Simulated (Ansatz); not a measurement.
**Rocksalt alloy of MgO and CdO (18 of 32 Mg sites exchanged), 64 atoms**

Ansatz, PAW, plane waves. PBEsol relaxation of volume and atoms (shape held) at the single k point (¼, ¼, ¼) without its symmetry partners; single points on the relaxed atoms at the Γ point alone, onto which points of the small cell's zone fold. Arrangement: unlike neighbours preferred. No spin–orbit coupling unless named.

Relaxed structure:

```cif
data_structure
_symmetry_space_group_name_H-M 'P 1'
_symmetry_Int_Tables_number 1
_cell_length_a 9.0746
_cell_length_b 9.0746
_cell_length_c 9.0746
_cell_angle_alpha 90.000
_cell_angle_beta 90.000
_cell_angle_gamma 90.000
_cell_volume 747.28
loop_
_atom_site_label
_atom_site_type_symbol
_atom_site_fract_x
_atom_site_fract_y
_atom_site_fract_z
_atom_site_occupancy
O1 O 0.24351 0.00017 0.99924 1
O2 O 0.25703 0.99964 0.50008 1
O3 O 0.25676 0.50026 0.99930 1
O4 O 0.24380 0.49955 0.50000 1
O5 O 0.75687 0.00027 0.99931 1
O6 O 0.74369 0.99956 0.50000 1
O7 O 0.74362 0.50018 0.99923 1
O8 O 0.75693 0.49964 0.50007 1
O9 O 0.00047 0.25521 0.01353 1
O10 O 0.00005 0.24465 0.48579 1
O11 O 0.00038 0.74882 0.00705 1
O12 O 0.00014 0.75097 0.49226 1
O13 O 0.50038 0.24881 0.00705 1
O14 O 0.50013 0.25100 0.49227 1
O15 O 0.50048 0.75520 0.01351 1
O16 O 0.50004 0.74460 0.48579 1
O17 O 0.00026 0.99598 0.25078 1
O18 O 0.00016 0.98908 0.74427 1
O19 O 0.00026 0.50384 0.24859 1
O20 O 0.00035 0.51072 0.75487 1
O21 O 0.50026 0.00384 0.24854 1
O22 O 0.50035 0.01073 0.75501 1
O23 O 0.50026 0.49598 0.25071 1
O24 O 0.50016 0.48909 0.74447 1
O25 O 0.24901 0.24995 0.24976 1
O26 O 0.26509 0.24997 0.74980 1
O27 O 0.25154 0.74987 0.24955 1
O28 O 0.23541 0.74982 0.74952 1
O29 O 0.75154 0.24986 0.24956 1
O30 O 0.73541 0.24984 0.74952 1
O31 O 0.74900 0.74994 0.24976 1
O32 O 0.76510 0.75000 0.74979 1
Mg1 Mg 0.00034 0.99421 0.00578 1
Mg2 Mg 0.00001 0.99636 0.49583 1
Mg3 Mg 0.00047 0.50345 0.00348 1
Mg4 Mg 0.00018 0.50555 0.49358 1
Mg5 Mg 0.50048 0.00343 0.00347 1
Mg6 Mg 0.50018 0.00558 0.49353 1
Mg7 Mg 0.50033 0.49424 0.00568 1
Mg8 Mg 0.49999 0.49636 0.49582 1
Mg9 Mg 0.00025 0.24991 0.24966 1
Mg10 Mg 0.00025 0.74988 0.24967 1
Mg11 Mg 0.00025 0.74991 0.74962 1
Mg12 Mg 0.50024 0.24991 0.24964 1
Mg13 Mg 0.50025 0.24990 0.74968 1
Mg14 Mg 0.50025 0.74988 0.24965 1
Cd1 Cd 0.25041 0.24987 0.00047 1
Cd2 Cd 0.25013 0.24987 0.49901 1
Cd3 Cd 0.25038 0.74993 0.00029 1
Cd4 Cd 0.25009 0.74994 0.49884 1
Cd5 Cd 0.75038 0.24994 0.00030 1
Cd6 Cd 0.75008 0.24994 0.49885 1
Cd7 Cd 0.75043 0.74988 0.00046 1
Cd8 Cd 0.75013 0.74987 0.49901 1
Cd9 Cd 0.25026 0.99990 0.24966 1
Cd10 Cd 0.25025 0.99990 0.74965 1
Cd11 Cd 0.25025 0.49990 0.24965 1
Cd12 Cd 0.25025 0.49990 0.74965 1
Cd13 Cd 0.75025 0.99990 0.24965 1
Cd14 Cd 0.75026 0.99991 0.74966 1
Cd15 Cd 0.75025 0.49990 0.24965 1
Cd16 Cd 0.75025 0.49992 0.74965 1
Cd17 Cd 0.00024 0.24989 0.74966 1
Cd18 Cd 0.50025 0.74992 0.74964 1
```

Problem. What are the mean bond lengths by pair (pairs within 1.2 times the sum of covalent radii, less contacts 15 % beyond the pair's median; cation–cation pairs of compounds aside; long ionic contacts are cut short by that bound)?

Solution. Cd–O 2.283 ± 0.038 Å (standard deviation, 108 bonds); Mg–O 2.252 ± 0.066 Å (standard deviation, 84 bonds).

Problem. What gap lies between the top filled and the lowest empty level in the single points?

Solution. HSE06 1.72 eV (4.8 min on 7 threads of Neoverse-V2); r²SCAN 0.87 eV (24 s on 7 threads of Neoverse-V2).
